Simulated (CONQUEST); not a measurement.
CONQUEST run on FeSi (P2_12_12_1, 8 atoms in the cell; from Materials Project mp-871, changed as shown): self-consistent single point.

Method: PBE, numerical atomic orbitals double-zeta with polarisation (the shipped basis), PseudoDojo norm-conserving potentials made for PBE run with CONQUEST 1.3.

The change in words: lattice vector a scaled by 0.99. Reference geometry (P2_13):
```
CELL_PARAMETERS angstrom
      4.40221     0.00000     0.00000
      0.00000     4.40221     0.00000
      0.00000     0.00000     4.40221
ATOMIC_POSITIONS crystal
  Fe 0.86309 0.63691 0.36309
  Fe 0.63691 0.36309 0.86309
  Fe 0.36309 0.86309 0.63691
  Fe 0.13691 0.13691 0.13691
  Si 0.15870 0.34130 0.65870
  Si 0.34130 0.65870 0.15870
  Si 0.65870 0.15870 0.34130
  Si 0.84130 0.84130 0.84130
```

Reference input (self-consistent single point, DFT, PBE, numerical atomic orbitals double-zeta with polarisation (the shipped basis), PseudoDojo norm-conserving potentials made for PBE): basis = DZP; Diag.MPMeshX, Y, Z = 3 3 3; potentials = PseudoDojo norm-conserving PBE; Grid.GridCutoff = 140 Ha; DM.SolutionMethod = diagon; Diag.kT = 0.003675 Ha; Diag.GammaCentred = true; minE.SCTolerance = 1.0e-07; SC.MaxIters = 100; SC.LinearMixingFactor = 0.5; SC.KerkerPreCondition = true; SC.KerkerFactor = 0.1 1/bohr. This run's input differs from it in these lines:

```diff
@@ -31,3 +31,3 @@
 # file: FeSi.in
-     8.318971243      0.000000000      0.000000000
+     8.235781720      0.000000000      0.000000000
      0.000000000      8.318971243      0.000000000
```

Log, with long lists cut:

```
    new_SC_potl: Starting.  Tolerance:  0.10000E-06

    PulayMixSC: Starting Pulay mixing, A_up =  0.500 A_dn =  0.500
    PulayMixSC: Spin non-polarised calculation.
    PulayMixSC: with Kerker preconditioning, q0 =  0.100
          Harris-Foulkes Energy            :    -14105.668948755561360 eV
          GroundState Energy (E-(1/2)TS)   :    -14105.744109053459397 eV
          Free Energy (E-TS)               :    -14105.819269351357434 eV
          DFT Total Energy                 :    -14102.647216071887669 eV
          Total number of electrons        :        80.000000000002117
   [... lines left out ...]
          Total number of electrons        :        80.000073395796946
    PulayMixSC: Pulay iteration     9 residual:              0.20718E-06
          Harris-Foulkes Energy            :    -14104.625338421386914 eV
          GroundState Energy (E-(1/2)TS)   :    -14104.725699769338462 eV
          Free Energy (E-TS)               :    -14104.826061117291829 eV
          DFT Total Energy                 :    -14104.625338421506967 eV
          Total number of electrons        :        80.000073880962233
    PulayMixSC: Pulay iteration    10 residual:              0.27120E-07
    PulayMixSC: Reached SCF tolerance of  0.27120E-07 after     10 iterations
      | Number of electrons      =        80.000074
      |* band energy as 2Tr[K.H] =     -2741.052004206299898 eV
      |  screened ion-ion energy =    -11363.200092960654729 eV
      |  Ha correction           =       -21.320704106275350 eV
      |  XC correction           =        20.947460050051706 eV
      | GS Energy as E-(1/2)TS   =    -14104.725699769338462 eV
      | Free Energy as E-TS      =    -14104.826061117291829 eV
      |* Harris-Foulkes energy   =    -14104.625338421386914 eV
      |* DFT total energy        =    -14104.625338421506967 eV
      |  estimated accuracy      =         0.000000000120649 eV

    force: Forces on atoms (eV/a0)
    force:  Atom   X              Y              Z
   [... lines left out ...]
    force:     8   0.0518557615   0.0267338085   0.0445534430

    force: Maximum force :        0.07804857(eV/a0) on atom         3 in x direction
    force: Force Residual:        0.08773246 eV/a0
    force: Total stress:        -17.02710822   -14.08121202   -14.07365479 GPa
    force: Average pressure:     15.06065834 GPa

    force: Finished force
    get_E_and_F: Change in energy during last step of electronic optimisation:  0.27968E-06
```

The run converged in 10 iterations. CONQUEST prints the stress tensor with tension positive. Against the reference run the free energy goes up by 9.8 meV/atom, the pressure goes from 12.22 to 15.06 GPa and the largest force goes from 0.137 to 0.189 eV/Å.

The program uses no crystal symmetry, so grid and mesh can part values that symmetry would make equal. The atom-centred basis is finite, which shifts total energies, pressures and forces against plane waves. The run has no spin polarisation, so moments on Fe cannot form. The structure comes from a collection of computed structures, made at another level of theory; the collection holds predicted forms beside known ones. No clean gap shows at this smearing width and mesh (spacing up to 0.48 Å⁻¹); the mesh is coarse for partly filled bands, so the values carry mesh errors.

Cost on one core: very roughly 60 core-seconds.
